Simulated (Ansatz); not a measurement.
Relaxation of Ga₂₇SiAs₂₆

All numbers below come from Ansatz 0.2.0, DFT LDA, scalar-relativistic, plane waves, PAW. Run with 420 eV cutoff, 2×2×2 k-mesh, Gaussian smearing of 0.02 eV, collinear spin.

What was changed: Si on a As site (Wyckoff letter c), charge +0, atoms relaxed at the host's cell.

The starting moments were lost, and the run ended without a moment.

In a supercell of 54 atoms the defect feels its periodic images, and the cell reads as a metal on the mesh, so a level in the gap can't be told from a carrier in the bands.

Command:

```bash
ansatz run input.yaml --threads 8 --pin off --max-ram 20480MiB --backend cpu --events-out ev --progress --plain --runs-dir out
```

Input:

```yaml
crystal:
  lattice:
    - [8.4050723565, 0.0, 8.4050723565]
    - [8.4050723565, 8.4050723565, 0.0]
    - [0.0, 8.4050723565, 8.4050723565]
  atoms:
    - { symbol: Ga, position: [0.0, 0.0, 0.0] }
    - { symbol: Ga, position: [0.0, 0.3333333333, 0.0] }
    - { symbol: Ga, position: [0.0, 0.6666666667, 0.0] }
    - { symbol: Ga, position: [0.3333333333, 0.0, 0.0] }
    - { symbol: Ga, position: [0.338319077, 0.331724021, -0.003255078], spin: 0.2 }
    - { symbol: Ga, position: [0.3333333333, 0.6666666667, 0.0] }
    - { symbol: Ga, position: [0.6666666667, 0.0, 0.0] }
    - { symbol: Ga, position: [0.6666666667, 0.3333333333, 0.0] }
    - { symbol: Ga, position: [0.6666666667, 0.6666666667, 0.0] }
    - { symbol: Ga, position: [0.0, 0.0, 0.3333333333] }
    - { symbol: Ga, position: [-0.0024329135, 0.3358028467, 0.3300055691], spin: 0.2 }
    - { symbol: Ga, position: [0.0, 0.6666666667, 0.3333333333] }
    - { symbol: Ga, position: [0.347403763, 0.0064301867, 0.3226355599], spin: 0.2 }
    - { symbol: Ga, position: [0.3190969307, 0.3354289555, 0.3366140563], spin: 0.2 }
    - { symbol: Ga, position: [0.3333333333, 0.6666666667, 0.3333333333] }
    - { symbol: Ga, position: [0.6666666667, 0.0, 0.3333333333] }
    - { symbol: Ga, position: [0.6666666667, 0.3333333333, 0.3333333333] }
    - { symbol: Ga, position: [0.6666666667, 0.6666666667, 0.3333333333] }
    - { symbol: Ga, position: [0.0, 0.0, 0.6666666667] }
    - { symbol: Ga, position: [0.0, 0.3333333333, 0.6666666667] }
    - { symbol: Ga, position: [0.0, 0.6666666667, 0.6666666667] }
    - { symbol: Ga, position: [0.3333333333, 0.0, 0.6666666667] }
    - { symbol: Ga, position: [0.3333333333, 0.3333333333, 0.6666666667] }
    - { symbol: Ga, position: [0.3333333333, 0.6666666667, 0.6666666667] }
    - { symbol: Ga, position: [0.6666666667, 0.0, 0.6666666667] }
    - { symbol: Ga, position: [0.6666666667, 0.3333333333, 0.6666666667] }
    - { symbol: Ga, position: [0.6666666667, 0.6666666667, 0.6666666667] }
    - { symbol: Si, position: [0.2630402731, 0.2447832607, 0.2465422003], spin: 0.2 }
    - { symbol: As, position: [0.25, 0.5833333333, 0.25] }
    - { symbol: As, position: [0.25, 0.9166666667, 0.25] }
    - { symbol: As, position: [0.5833333333, 0.25, 0.25] }
    - { symbol: As, position: [0.5833333333, 0.5833333333, 0.25] }
    - { symbol: As, position: [0.5833333333, 0.9166666667, 0.25] }
    - { symbol: As, position: [0.9166666667, 0.25, 0.25] }
    - { symbol: As, position: [0.9166666667, 0.5833333333, 0.25] }
    - { symbol: As, position: [0.9166666667, 0.9166666667, 0.25] }
    - { symbol: As, position: [0.25, 0.25, 0.5833333333] }
    - { symbol: As, position: [0.25, 0.5833333333, 0.5833333333] }
    - { symbol: As, position: [0.25, 0.9166666667, 0.5833333333] }
    - { symbol: As, position: [0.5833333333, 0.25, 0.5833333333] }
    - { symbol: As, position: [0.5833333333, 0.5833333333, 0.5833333333] }
    - { symbol: As, position: [0.5833333333, 0.9166666667, 0.5833333333] }
    - { symbol: As, position: [0.9166666667, 0.25, 0.5833333333] }
    - { symbol: As, position: [0.9166666667, 0.5833333333, 0.5833333333] }
    - { symbol: As, position: [0.9166666667, 0.9166666667, 0.5833333333] }
    - { symbol: As, position: [0.25, 0.25, 0.9166666667] }
    - { symbol: As, position: [0.25, 0.5833333333, 0.9166666667] }
    - { symbol: As, position: [0.25, 0.9166666667, 0.9166666667] }
    - { symbol: As, position: [0.5833333333, 0.25, 0.9166666667] }
    - { symbol: As, position: [0.5833333333, 0.5833333333, 0.9166666667] }
    - { symbol: As, position: [0.5833333333, 0.9166666667, 0.9166666667] }
    - { symbol: As, position: [0.9166666667, 0.25, 0.9166666667] }
    - { symbol: As, position: [0.9166666667, 0.5833333333, 0.9166666667] }
    - { symbol: As, position: [0.9166666667, 0.9166666667, 0.9166666667] }
  host:
    lattice:
      - [0.0, 2.8016907855, 2.8016907855]
      - [2.8016907855, 0.0, 2.8016907855]
      - [2.8016907855, 2.8016907855, 0.0]
    atoms:
      - { symbol: Ga, position: [0.0, 0.0, 0.0] }
      - { symbol: As, position: [0.75, 0.75, 0.75] }
basis:
  ecutwfc: 420
  xc_grid: 2
kpoints:
  mp_grid: { grid: [2, 2, 2], shift: [0.0, 0.0, 0.0] }
hamiltonian:
  xc: lda
scf:
  occupations: { method: gaussian, width: 0.02 }
output:
  forces: true
  stress: false
  eigenvalues: true
  populations: true
  charged_corrections:
    defect_position: [0.25, 0.25, 0.25]
    epsilon: [[15.8256, 0.0, 0.0], [0.0, 15.8256, 0.0], [0.0, 0.0, 15.8256]]
  write_density: true
  write_potential: true
  elf: true
  volumetric_format: npy
magnetization:
  spin_polarized: true
relax:
  adjacent_minimum: "off"
  f_tol: 0.025
  max_steps: 45
```

F is the free energy.

Steps:

```json
{"step": "1", "F − F(1) (eV)": "0.0000", "largest force component (eV/Å)": "1.410"}
{"step": "2", "F − F(1) (eV)": "-0.3574", "largest force component (eV/Å)": "0.334"}
{"step": "3", "F − F(1) (eV)": "-0.3843", "largest force component (eV/Å)": "0.079"}
{"step": "4", "F − F(1) (eV)": "-0.3903", "largest force component (eV/Å)": "0.007"}
```

Relaxed structure:

```xyz
54
Lattice="8.4051 0.0000 8.4051 8.4051 8.4051 0.0000 0.0000 8.4051 8.4051" Properties=species:S:1:pos:R:3 pbc="T T T"
Ga    0.0028   -0.0019   -0.0009
Ga    2.8021    2.7968    0.0089
Ga    5.6091    5.6037    0.0091
Ga    2.8021    0.0076    2.7988
Ga    5.5657    2.8401    2.8403
Ga    8.3984    5.6042    2.7990
Ga    5.6086    0.0079    5.6051
Ga    8.3981    2.7980    5.6050
Ga   11.2105    5.6009    5.6029
Ga    0.0124    2.7967    2.7992
Ga    2.8447    5.5606    2.8404
Ga    5.6089    8.3935    2.7988
Ga    2.8448    2.8396    5.5624
Ga    5.5658    5.5617    5.5620
Ga    8.4083    8.4029    5.5962
Ga    5.6088    2.7979    8.3947
Ga    8.4081    5.5942    8.4050
Ga   11.2170    8.4031    8.4049
Ga    0.0128    5.6029    5.6056
Ga    2.8024    8.3931    5.6053
Ga    5.6059   11.2048    5.6030
Ga    2.8026    5.6039    8.3949
Ga    5.5997    8.4027    8.4050
Ga    8.4084   11.2115    8.4051
Ga    5.6058    5.6006   11.2076
Ga    8.4082    8.4028   11.2135
Ga   11.2106   11.2055   11.2074
Si    4.2055    4.2005    4.2029
As    7.0024    6.9977    4.2145
As    9.8139    9.8086    4.2146
As    7.0022    4.2134    6.9988
As    9.8081    7.0032    7.0056
As   12.5985    9.8090    6.9990
As    9.8140    4.2117    9.8109
As   12.5989    6.9968    9.8109
As   15.4113    9.8048    9.8059
As    4.2180    6.9975    6.9991
As    7.0088    9.8026    7.0056
As    9.8143   12.5931    6.9993
As    7.0085    7.0029    9.8053
As    9.8083    9.8026    9.8052
As   12.6106   12.6058    9.8005
As    9.8143    6.9963   12.5956
As   12.6108    9.7986   12.6074
As   15.4174   12.6050   12.6076
As    4.2176    9.8088    9.8106
As    7.0025   12.5937    9.8109
As    9.8096   15.4067    9.8059
As    7.0019    9.8094   12.5951
As    9.8040   12.6062   12.6072
As   12.6104   15.4126   12.6073
As    9.8094    9.8048   15.4075
As   12.6107   12.6054   15.4143
As   15.4114   15.4064   15.4077
```

The run converged. The run took 20 min on 8 threads of Intel(R) Xeon(R) Processor @ 2.50GHz (Skylake/Cascade Lake), with other jobs on the host, peak memory 15 GiB.